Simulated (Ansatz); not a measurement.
A geometry of Ge away from equilibrium: step 2 of the relaxation of a relaxed Ge cell displaced along its unstable phonon at q = Γ (73i cm⁻¹), largest move 0.15 Å. All values below come from PBE (plane waves to 420 eV, PAW, scalar-relativistic; Ansatz, a program for electronic structure). Γ-centred k-mesh 8×8×11 on the run's cell (coarser than for final values), Fermi–Dirac smearing 0.05 eV.

```xyz
3
Lattice="4.9424 0.0000 0.0000 -2.4712 4.2802 0.0000 0.0000 0.0000 2.7794" Properties=species:S:1:pos:R:3 pbc="T T T"
Ge     0.0000     0.0000    -0.2491
Ge     0.0000     2.8535     1.5142
Ge     2.4712     1.4267     1.5142
```

**Question.** Which atoms carry the largest force, and which way does it point?

**Answer.** 0.27 eV/Å, on Ge1 (atoms numbered as listed); on Ge1 its components are (0.00, 0.00, -0.27).

**Question.** What is the pressure?

**Answer.** -0.7 GPa, compression positive.

**Question.** How much energy per atom can still be gained by relaxing?

**Answer.** 0.06 eV/atom; the path ends in P6/mmm (No. 191) (AFLOW prototype A_hP1_191_a (A_f, as in Sn)).

No spin polarisation in the result.

The run could not lose the symmetry of its start, so the end can be a saddle point.

The end of the path is a generated cell of Ge: the first start was made by placing the elements on the sites of a structure type, and the end was not matched to a known phase here, so it may be hypothetical. Known forms of Ge include space group No. 227.
